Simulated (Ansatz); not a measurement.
TiAu4 in space group I4/m (No. 87; Ti on 2a, Au on 8h) under volume change, DFT-LDA in the program Ansatz with PAW potentials, shape and atoms relaxed at each volume.

```csv
V (Å³/atom),E − E(relaxed) (meV/atom),P (GPa)
14.654,96.9,23.65
15.137,[?],[?]
15.620,[?],[?]
16.103,0.0,0.00
16.586,8.3,-5.31
17.069,31.1,-9.66
17.552,65.7,-13.20
```

Question: Some entries are withheld; supply them.

Answer: 
- 15.620, E − E(relaxed) (meV/atom): 9.4
- 15.620, P (GPa): 6.45
- 15.137, E − E(relaxed) (meV/atom): 40.2
- 15.137, P (GPa): 14.24

Question: What does a third-order Birch–Murnaghan fit give for V₀, B₀ and B′?

Answer: V₀ = 16.10 Å³/atom, B₀ = 194 GPa, B′ = 5.4.

The workflow started from a Materials Project entry (that database holds measured and hypothetical structures alike); the Crystallography Open Database copy checked does not list it. With Ti and Au taken as one species the cell has the higher symmetry Fm-3m, so it may be an ordered model of a mixed-site phase. Its standing as an ambient phase is unchecked. The cell was relaxed with LDA under the symmetry of its start; whether a distortion lowers the energy is not shown. No spin polarisation was allowed. Scalar-relativistic: spin–orbit coupling is off unless named, which matters more the heavier the elements.

Potentials: the later of the program's two PAW sets.
